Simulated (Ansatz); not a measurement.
KTaO3 (cubic perovskite, space group No. 221), LDA (plane waves, PAW; program Ansatz): ε∞ = 5.45, cell volume 61.72 Å³. Infrared-active transverse modes:

```tsv
ω_TO (cm⁻¹)	oscillator strength S_xx (e²/amu)
91.8	1.982
180.9	0.2237
553.3	1.248
```

Compute the static dielectric constant.

Each mode adds (4.921e7/V) S/ω²: 187.45, 5.45, 3.25. So ε0 = 202.

Space group Pm-3m (cubic perovskite). Symmetry was held in the LDA relaxation. The run is not spin-polarised. Spin–orbit coupling is left out wherever it is not named.

Potentials: the later of the program's two PAW sets.
